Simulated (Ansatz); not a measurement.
## Energy against total moment in Ni

We look at Ni: a measured crystal structure (space group Fm-3m), with 1 atom per cell. The computed pressure is over 10 GPa in size, so the cell is far from the computed equilibrium volume. Source: COD entry 9012983, which need not be the ambient phase.

```
Ni
1.0
     0.00000    1.76730    1.76730
     1.76730    0.00000    1.76730
     1.76730    1.76730    0.00000
Ni
1
Cartesian
  0.0000 0.0000 0.0000
```

Atoms are numbered from 1 in the order listed.

Method: DFT, PBEsol, PAW, plane waves, scalar-relativistic in Ansatz.

```yaml
plane_wave_cutoff: 420 eV
k_point_mesh: 14×14×14 (Γ-centred)
occupations: Gaussian smearing, 0.1 eV
```

The total moment includes the space between the atomic spheres.

A small moment in a metal is sensitive to the mesh and the smearing.

Each run fixes N↑ − N↓ and starts with that moment spread in parallel over the Ni atoms; no search for lower states follows. Energies are free energies per cell above the lowest run, the runs with a free moment included. Each row is one local solution, which need not be the lowest state at that M. The run at M = 0 starts without moments and gives the spin-unpolarised solution. The cell holds one magnetic atom, so only parallel order fits; orders in a larger cell may lie lower.

The run at M = 0.95 μB took 1.3 s on 2 threads of x86-64 server CPU, with other jobs on the host, peak memory 0.33 GiB.

| fixed M (μB/cell) | F − F(lowest) (meV/cell) | moments of Ni1 (μB) |
| --- | --- | --- |
| 0.00 | 51 | 0.00 |
| 0.24 | 40 | 0.26 |
| 0.47 | 10 | 0.51 |
| 0.71 | 1 | 0.75 |
| 0.95 | ? | ? |
| 1.18 | 200 | 1.17 |
| 1.42 | 458 | 1.36 |
| 1.66 | ? | ? |
| 1.90 | 1378 | 1.73 |

**Question.** Fill in the row for M = 0.95 μB.

**Answer.** 60 meV; moments Ni1 0.97 μB.

**Question.** Fill in the row for M = 1.66 μB.

**Answer.** 840 meV; moments Ni1 1.55 μB.

**Question.** Where do runs with a free total moment end?

**Answer.** “usual moment, free total moment [Ni1 2.00 μB]” ends at 0.62 μB, 0 meV; “usual moment scaled by 0.1, free total moment [Ni1 0.20 μB]” ends at 0.62 μB, 0 meV.
